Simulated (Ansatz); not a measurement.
Ansatz (a quantum-chemistry and plane-wave program) input:

Ansatz 0.2 input:
```yaml
crystal:
  lattice:
    - [-2.9028150376, 2.9028150376, 1.5530537619]
    - [2.9028150376, -2.9028150376, 1.5530537619]
    - [2.9028150376, 2.9028150376, -1.5530537619]
  atoms:
    - { symbol: Sn, position: [0.75, 0.25, 0.5] }
    - { symbol: Sn, position: [0.0, 0.0, 0.0] }
kpoints:
  mp_grid: { grid: [21, 21, 21] }
hamiltonian:
  xc: lda
  pseudopotentials: { kind: paw }
scf:
  occupations: { method: fermi_dirac, width: 0.1 }
elastic: { mode: relaxed_ion, stencil: two_point, amplitude: 0.005, f_tol: 0.0005 }
```

Output (shortened):

```
Pseudopotential: Sn, paw, valence charge 14
Functional definition: SPW92
Crystal: 2 atoms, lattice volume = 52.346 Å³
Basis set: ecut = 420 eV, 1037 PW (Γ)
Bands: 18, of which v1, the nominal top of the filled ones, is band 14 counted from 1 (13 counted from 0)
Symmetry: 16 space group operations
Space group: I41/amd (ITA 141), of the structure as read, at distance tolerance 3.7e-5 Å
k-points: 726 of 9261
SCF 1 converged in 10 iterations: F = -11759.083097 eV  dr2 = 2.81e-14
Crystal: 2 atoms, lattice volume = 52.084 Å³
Basis set: ecut = 420 eV, 1021 PW (Γ)
Symmetry: 8 space group operations
k-points: 1331 of 9261
SCF 2 converged in 11 iterations: F = -11759.082827 eV  dr2 = 1.28e-14
relax step   1: F+E_penalty+E_count = -11759.08282720 eV  Δ(F+E_penalty+E_count) = +0.000e0 eV  max|allowed force component| = 1.377e-2 eV/Å  Δτ_max = 0.0000 Å  (11 SCF iters, accepted)
Crystal: 2 atoms, lattice volume = 52.084 Å³
SCF 3 converged in 7 iterations: F = -11759.082963 eV  dr2 = 6.39e-14
relax step   2: F+E_penalty+E_count = -11759.08296284 eV  Δ(F+E_penalty+E_count) = -1.356e-4 eV  max|allowed force component| = 8.432e-3 eV/Å  Δτ_max = 0.0061 Å  (7 SCF iters, accepted)
Crystal: 2 atoms, lattice volume = 52.084 Å³
SCF 4 converged in 8 iterations: F = -11759.083044 eV  dr2 = 1.61e-14
relax step   3: F+E_penalty+E_count = -11759.08304425 eV  Δ(F+E_penalty+E_count) = -8.141e-5 eV  max|allowed force component| = 1.520e-5 eV/Å  Δτ_max = 0.0096 Å  (8 SCF iters, accepted)
Crystal: 2 atoms, lattice volume = 52.084 Å³
SCF 5 converged in 2 iterations: F = -11759.083044 eV  dr2 = 4.58e-15
Crystal: 2 atoms, lattice volume = 52.608 Å³
SCF 6 converged in 11 iterations: F = -11759.082270 eV  dr2 = 8.86e-15
relax step   1: F+E_penalty+E_count = -11759.08226980 eV  Δ(F+E_penalty+E_count) = +0.000e0 eV  max|allowed force component| = 1.282e-2 eV/Å  Δτ_max = 0.0000 Å  (11 SCF iters, accepted)
Crystal: 2 atoms, lattice volume = 52.608 Å³
SCF 7 converged in 8 iterations: F = -11759.082468 eV  dr2 = 4.05e-14
relax step   2: F+E_penalty+E_count = -11759.08246787 eV  Δ(F+E_penalty+E_count) = -1.981e-4 eV  max|allowed force component| = 6.629e-4 eV/Å  Δτ_max = 0.0147 Å  (8 SCF iters, accepted)
Crystal: 2 atoms, lattice volume = 52.608 Å³
SCF 8 converged in 6 iterations: F = -11759.082468 eV  dr2 = 5.48e-14
relax step   3: F+E_penalty+E_count = -11759.08246840 eV  Δ(F+E_penalty+E_count) = -5.326e-7 eV  max|allowed force component| = 2.113e-6 eV/Å  Δτ_max = 0.0008 Å  (6 SCF iters, accepted)
Crystal: 2 atoms, lattice volume = 52.608 Å³
SCF 9 converged in 2 iterations: F = -11759.082468 eV  dr2 = 2.50e-14
Crystal: 2 atoms, lattice volume = 52.084 Å³
SCF 10 converged in 8 iterations: F = -11759.081877 eV  dr2 = 3.62e-14
Crystal: 2 atoms, lattice volume = 52.608 Å³
SCF 11 converged in 6 iterations: F = -11759.083379 eV  dr2 = 7.28e-15
Crystal: 2 atoms, lattice volume = 52.346 Å³
Basis set: ecut = 420 eV, 1029 PW (Γ)
Symmetry: 4 space group operations
k-points: 2431 of 9261
SCF 12 converged in 10 iterations: F = -11759.082985 eV  dr2 = 1.93e-14
relax step   1: F+E_penalty+E_count = -11759.08298510 eV  Δ(F+E_penalty+E_count) = +0.000e0 eV  max|allowed force component| = 9.125e-3 eV/Å  Δτ_max = 0.0000 Å  (10 SCF iters, accepted)
Crystal: 2 atoms, lattice volume = 52.346 Å³
SCF 13 converged in 8 iterations: F = -11759.082995 eV  dr2 = 4.40e-15
relax step   2: F+E_penalty+E_count = -11759.08299486 eV  Δ(F+E_penalty+E_count) = -9.754e-6 eV  max|allowed force component| = 3.096e-3 eV/Å  Δτ_max = 0.0016 Å  (8 SCF iters, accepted)
Crystal: 2 atoms, lattice volume = 52.346 Å³
SCF 14 converged in 7 iterations: F = -11759.082996 eV  dr2 = 7.02e-15
relax step   3: F+E_penalty+E_count = -11759.08299613 eV  Δ(F+E_penalty+E_count) = -1.269e-6 eV  max|allowed force component| = 2.647e-5 eV/Å  Δτ_max = 0.0004 Å  (7 SCF iters, accepted)
Crystal: 2 atoms, lattice volume = 52.346 Å³
SCF 15 converged in 2 iterations: F = -11759.082996 eV  dr2 = 3.43e-15
Crystal: 2 atoms, lattice volume = 52.346 Å³
SCF 16 converged in 10 iterations: F = -11759.082985 eV  dr2 = 3.80e-14
relax step   1: F+E_penalty+E_count = -11759.08298510 eV  Δ(F+E_penalty+E_count) = +0.000e0 eV  max|allowed force component| = 9.125e-3 eV/Å  Δτ_max = 0.0000 Å  (10 SCF iters, accepted)
Crystal: 2 atoms, lattice volume = 52.346 Å³
SCF 17 converged in 7 iterations: F = -11759.082996 eV  dr2 = 6.29e-14
relax step   2: F+E_penalty+E_count = -11759.08299612 eV  Δ(F+E_penalty+E_count) = -1.102e-5 eV  max|allowed force component| = 1.287e-5 eV/Å  Δτ_max = 0.0012 Å  (7 SCF iters, accepted)
Crystal: 2 atoms, lattice volume = 52.346 Å³
SCF 18 converged in 2 iterations: F = -11759.082996 eV  dr2 = 2.98e-14
Crystal: 2 atoms, lattice volume = 52.346 Å³
SCF 19 converged in 7 iterations: F = -11759.082994 eV  dr2 = 1.66e-14
Crystal: 2 atoms, lattice volume = 52.346 Å³
SCF 20 converged in 6 iterations: F = -11759.082994 eV  dr2 = 8.68e-15
SCF converged after 10 iterations
Free energy (F): -11759.083097 eV
Harris-Foulkes:  -11759.083097 eV  (|F-HF|=7.28e-12)
Internal energy: -11759.052788 eV  (E = F + TS)
E sigma→0 (E₀):  -11759.067942 eV
Entropy (-TS):   -0.030308 eV (-15.154 meV/atom)
Fermi energy:    10.927431 eV
--- Per-component energies (eV) ---
  E_band       = -157.447972
  E_kinetic    = 376.999264
  E_local      = -1661.087310  (includes V_loc(G=0)·N_el)
  E_nonlocal   = -56.017435
  E_hartree    = 1045.312226
  E_xc         = -759.002931
  E_vxc        = -198.417766  (∫ρ·V_xc dr)
  E_paw        = -7989.271281  (= ΣΔE_a)
  E_vpaw       = -709.549174  (= ΣTr[D̂ρ^β])
  E_aug_tail   = -0.000001  (compensation charges beyond the density's cutoff)
  E_ewald      = -2716.835117
  E_core_change = 0.849796  (= ΣΔE_core)
  E_smearing   = -0.030308  (= −TS)
  E_closure    = 0.000000  (closes the sum)
  Σ components = -11759.083097   (vs F -11759.083097, Δ=0.00e0)
--- Forces (eV/Å), atoms counted from 1 ---
  atom   1  Sn     0.00000000     0.00000000     0.00000000
  atom   2  Sn     0.00000000     0.00000000     0.00000000
  max |Σ_I F_I| component: 1.73e-18 eV/Å
--- Stress (GPa, compression-positive) ---
       -0.176381       0.000000       0.000000
        0.000000      -0.176381       0.000000
        0.000000       0.000000       0.453388
  P = ⅓ Tr σ = 0.0335 GPa (0.335 kbar)
--- Band table (eV; the first three rows and the last of 726) ---
  k-point 0: bands = ["-10.6456", "-10.5721", "-10.5141", "-10.5085", "-10.3183", "-10.3183", "-10.3080", "-10.3080", "-10.2221", "-10.1050", "-0.4952", "7.0938", "8.8114", "8.8114", "13.9166", "17.1281", "17.1281", "18.2425"]
  k-point 1: bands = ["-10.6435", "-10.5724", "-10.5153", "-10.5067", "-10.3192", "-10.3173", "-10.3075", "-10.3073", "-10.2233", "-10.1072", "-0.4744", "6.8858", "8.8365", "8.9797", "14.0128", "16.9182", "17.0009", "18.2755"]
  k-point 2: bands = ["-10.6372", "-10.5731", "-10.5185", "-10.5014", "-10.3222", "-10.3146", "-10.3062", "-10.3052", "-10.2270", "-10.1136", "-0.4122", "6.4139", "8.9115", "9.3356", "14.2981", "16.4342", "16.6625", "18.2158"]
  k-point 725: bands = ["-10.5819", "-10.5816", "-10.3674", "-10.3621", "-10.3431", "-10.3415", "-10.3149", "-10.3115", "-10.3032", "-10.3022", "3.0774", "3.1532", "5.9629", "6.0401", "16.4419", "16.4432", "20.1735", "20.2758"]
--- Elastic constants: 4 strain directions × 2 members + reference (group order 16) ---
  dense FFT box of the reference and of every strained cell: 30×30×30
  strains applied: 11, 33, 23, 12; error gains …
  C = ∂σ_k/∂η_j (tension-positive GPa; Voigt order 11 22 33 23 13 12):
        83.414     60.459     33.343      0.000      0.000      0.000
        60.459     83.414     33.343      0.000      0.000      0.000
        33.990     33.990    114.851      0.000      0.000      0.000
         0.000      0.000      0.000     24.683      0.000      0.000
         0.000      0.000      0.000      0.000     24.683      0.000
         0.000      0.000      0.000      0.000      0.000     25.217
  reference stress σ⁰ (GPa):      0.176      0.176     -0.453      0.000      0.000      0.000
  moduli (Voigt/Reuss/Hill, GPa): K = 59.70/59.68/59.69   G = 25.18/21.47/23.32   E = 61.90   ν = 0.327
  mechanically stable: yes (min eigenvalue of sym C = 22.95 GPa)
  strain η (Voigt 11):  stress-route row diagonal C_11 = 83.41 GPa, energy-path curvature d²(F+E_count+ΔE)/dδ²/Ω₀ = 83.48 GPa
         δ    σ_11 (GPa)             F (eV)   n_scf  n_hpsi   n_pw
    -5.000e-3      -0.2402      -11759.0830443       2  237811   1037   relax 3 steps, max|allowed force component| 1.52e-5 eV/Å
     5.000e-3       0.5939      -11759.0824684       2  236058   1049   relax 3 steps, max|allowed force component| 2.11e-6 eV/Å
  strain η (Voigt 33):  stress-route row diagonal C_33 = 114.85 GPa, energy-path curvature d²(F+E_count+ΔE)/dδ²/Ω₀ = 114.85 GPa
         δ    σ_33 (GPa)             F (eV)   n_scf  n_hpsi   n_pw
    -5.000e-3      -1.0452      -11759.0818772       8  254606   1037   relax 0 steps, max|allowed force component| 6.94e-18 eV/Å
     5.000e-3       0.1033      -11759.0833791       6  206392   1049   relax 0 steps, max|allowed force component| 3.47e-18 eV/Å
  strain η (Voigt 23):  stress-route row diagonal C_44 = 24.68 GPa, energy-path curvature d²(F+E_count+ΔE)/dδ²/Ω₀ = 24.76 GPa
         δ    σ_23 (GPa)             F (eV)   n_scf  n_hpsi   n_pw
    -5.000e-3      -0.1234      -11759.0829961       2  431559   1049   relax 3 steps, max|allowed force component| 2.65e-5 eV/Å
     5.000e-3       0.1234      -11759.0829961       2  433569   1049   relax 2 steps, max|allowed force component| 1.29e-5 eV/Å
  strain η (Voigt 12):  stress-route row diagonal C_66 = 25.22 GPa, energy-path curvature d²(F+E_count+ΔE)/dδ²/Ω₀ = 25.13 GPa
         δ    σ_12 (GPa)             F (eV)   n_scf  n_hpsi   n_pw
    -5.000e-3      -0.1261      -11759.0829944       7  432008   1049   relax 0 steps, max|allowed force component| 5.20e-18 eV/Å
     5.000e-3       0.1261      -11759.0829944       6  360177   1049   relax 0 steps, max|allowed force component| 3.47e-18 eV/Å
```

Cost: roughly 29 core-minutes on shared cores.

Space group I4_1/amd (β-Sn type). The cell was relaxed with LDA under the symmetry of its start. As this level gives no gap, shear constants depend on the k-mesh and smearing (Fermi–Dirac, 0.1 eV here). Axis ratios of metals converge slowly with the k-mesh, so a and c are less sure than the volume. On the denser mesh and wider smearing of the elastic run this cell carries a stress of 0.5 GPa. Scalar-relativistic: spin–orbit coupling is off unless named, which matters more the heavier the elements.

Potentials: the later of the program's two PAW sets.

Ansatz is a plane-wave DFT program.
